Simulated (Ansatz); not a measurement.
BP:
```
CELL_PARAMETERS angstrom
      0.00000     2.26018     2.26018
      2.26018     0.00000     2.26018
      2.26018     2.26018     0.00000
ATOMIC_POSITIONS crystal
  P  0.75000 0.75000 0.75000
  B  0.00000 0.00000 0.00000
```

Cartesian axes are those of the cell as given.

Q: Give the proper piezoelectric stress tensor with relaxed ions from plane-wave PAW PBEsol (Ansatz code).

A: In C/m², rows x, y, z, Voigt columns; mesh uncertainty up to 0.01.
```
0.00  0.00  0.00  0.11  0.00  0.00
0.00  0.00  0.00  0.00  0.11  0.00
0.00  0.00  0.00  0.00  0.00  0.11
```

The elastic tensor of the same run (GPa):

```json
[
 {"": "1", "1": "346", "2": "80.9", "3": "80.9", "4": "0.0", "5": "0.0", "6": "0.0"},
 {"": "2", "1": "80.9", "2": "346", "3": "80.9", "4": "0.0", "5": "0.0", "6": "0.0"},
 {"": "3", "1": "80.9", "2": "80.9", "3": "346", "4": "0.0", "5": "0.0", "6": "0.0"},
 {"": "4", "1": "0.0", "2": "0.0", "3": "0.0", "4": "188", "5": "0.0", "6": "0.0"},
 {"": "5", "1": "0.0", "2": "0.0", "3": "0.0", "4": "0.0", "5": "188", "6": "0.0"},
 {"": "6", "1": "0.0", "2": "0.0", "3": "0.0", "4": "0.0", "5": "0.0", "6": "188"}
]
```

Q: Convert to strain constants d = e·S.

A: In pC/N:
```
0.0  0.0  0.0  0.6  0.0  0.0
0.0  0.0  0.0  0.0  0.6  0.0
0.0  0.0  0.0  0.0  0.0  0.6
```

Space group F-43m (zinc blende). Symmetry was held in the PBEsol relaxation.

Potentials: the later of the program's two PAW sets.
